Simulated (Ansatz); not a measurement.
**LaVO₄: reading a single point**

```xyz
12
Lattice="-3.6009 3.6009 3.1816 3.6009 -3.6009 3.1816 3.6009 3.6009 -3.1816" Properties=species:S:1:pos:R:3 pbc="T T T"
La    0.0000    5.4014    0.7954
La    3.6009   -1.8005    2.3862
V     0.0000    1.8005    2.3862
V     3.6009    1.8005    0.7954
O     0.0000    3.1271    1.2777
O     2.2744    1.8005   -0.3131
O     0.0000    0.4739    1.2777
O     4.9275    1.8005   -0.3131
O     3.6009    0.4739    1.9039
O    -1.3266    1.8005    3.4946
O     3.6009    3.1271    1.9039
O     1.3266    1.8005    3.4946
```

Level: r2SCAN, with U_eff = 6.59 eV on La d, U_eff = 3.19 eV on O p (all-electron-ortho-atomic projectors), no spin polarisation; 500 eV; 6×6×6 Γ-centred mesh; fermi-dirac occupations (width 0.1 eV); Ansatz 0.2.0, fixed geometry.

Q: Which atom feels the largest force, and which way?

A: The largest is on O9 (and as large on other atoms): 2.83 eV/Å, components (0.00, 2.06, -1.94). It makes 3° with the line to a nearest neighbour, V4 at 1.73 Å, pointing towards it.

Q: Describe some of the short contacts.

A: V–O at 1.73 Å: least valence density 1.32 e/Å³ and ELF 0.37 there. La–O at 2.32 Å: least valence density 0.46 e/Å³ and ELF 0.17 there. Both are smooth PAW fields, read partly inside the augmentation spheres.

Q: Is there a gap, and of what kind?

A: The gap is 3.71 eV, indirect (the least direct gap found is 3.90 eV).

Q: Give the Bader charges.

A: Bader charges in e: La +2.43, V +2.34, O -1.19. In the mean La gives up most and O takes most.

Origin: a known structure type with other elements, at an estimated volume, so it need not be a known compound. Caveats: no spin polarisation, so a magnetic state may lie lower; atoms or cell far from equilibrium.
